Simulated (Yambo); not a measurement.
G0W0@PBEsol for a free-standing MgI$_{2}$ monolayer (symmetry P-3m1, slab cell 16.3 Å high) in Yambo. Reference settings: 6×6×1 Γ-centred k mesh, bands 5 to 158 and a 7 Ry block in the screening, 158 bands in G with the Bruneval-Gonze terminator, plasmon pole fitted at 27.2 eV, slab-truncated Coulomb interaction, stochastic integration of W near q = 0. The PBEsol gap Γ → M on this mesh is 3.62 eV; G0W0 gaps are taken between the same points.

With and without the terminator, as bands are cut:

```csv
bands in G (in W),"gap, terminator (eV)","gap, none (eV)","valence shift, terminator (eV)","valence shift, none (eV)"
55 (158),6.017,5.832,-1.249,-0.790
98 (158),6.038,5.943,-1.345,-1.103
158 (158),6.035,5.969,-1.368,-1.221
```

Over this range the gap spans 0.021 eV with the terminator and 0.137 eV without, the valence shift 0.119 eV and 0.431 eV. Neither column has reached its limit for certain.

Spin-orbit coupling is not included.

Geometry relaxed with PBEsol; primitive cell a = b = 4.130 Å, c = 16.300 Å, α = β = 90.00°, γ = 120.00°.

This is a model layer cut from the bulk structure; whether it is stable on its own was not checked.

A shift is the quasiparticle energy of the state minus its PBEsol energy.
